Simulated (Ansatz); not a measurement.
SrLi2SnS4 — ¹¹⁹Sn Mössbauer parameters

Cell: a measured structure from the Crystallography Open Database (COD), ions relaxed with PBE at fixed cell.

```cif
data_SrLi2SnS4
_symmetry_space_group_name_H-M 'I-42m'
_symmetry_Int_Tables_number 121
_cell_length_a 6.6590
_cell_length_b 6.6590
_cell_length_c 7.9180
_cell_angle_alpha 90.000
_cell_angle_beta 90.000
_cell_angle_gamma 90.000
loop_
_atom_site_label
_atom_site_type_symbol
_atom_site_symmetry_multiplicity
_atom_site_Wyckoff_symbol
_atom_site_fract_x
_atom_site_fract_y
_atom_site_fract_z
Li Li 4 d 0.5000 0.0000 0.2500
Sr Sr 2 b 0.0000 0.0000 0.5000
Sn Sn 2 a 0.0000 0.0000 0.0000
S S 8 i 0.2094 0.2094 0.8255
```

One atom of each set is listed; the run and its k-mesh use a cell of 8 atoms with edges of 6.15, 6.15, 6.15 Å.

Level of theory: DFT, PBE, plane waves and PAW, scalar-relativistic, 420 eV cutoff, Γ-centred 6×6×6 k-points, Fermi–Dirac smearing 0.02 eV (Ansatz 0.2.0).

Isomer shifts (against SnO₂) follow from the electron density at the nucleus, δ = α(ρ − ρ₀), with α = 0.099 mm s⁻¹ a₀³ and ρ₀ = 183191.44 a₀⁻³ from a line fitted to 8 measured compounds at this level of theory (rms miss 0.12 mm/s). ΔE_Q = ½eQV_zz(1 + η²/3)^½ with Q = -0.132 b for the 23.9 keV state.

(1) What would the ¹¹⁹Sn spectrum's parameters be?

Results:

(1) 

```csv
site,atoms,first shell,ρ − ρ₀ (a₀⁻³),δ (mm/s),ΔE_Q (mm/s),η
Sn,1,4 S at 2.41 Å,13.0,1.28,-0.03,0.00
```

The shift of Sn is between ionic Sn(IV) and covalent tin.

Without spin–orbit coupling (the program notes it for Sn) the gradients are little affected as a rule: paired runs on crystals with a gap mostly move them by under 2 % at such atoms.
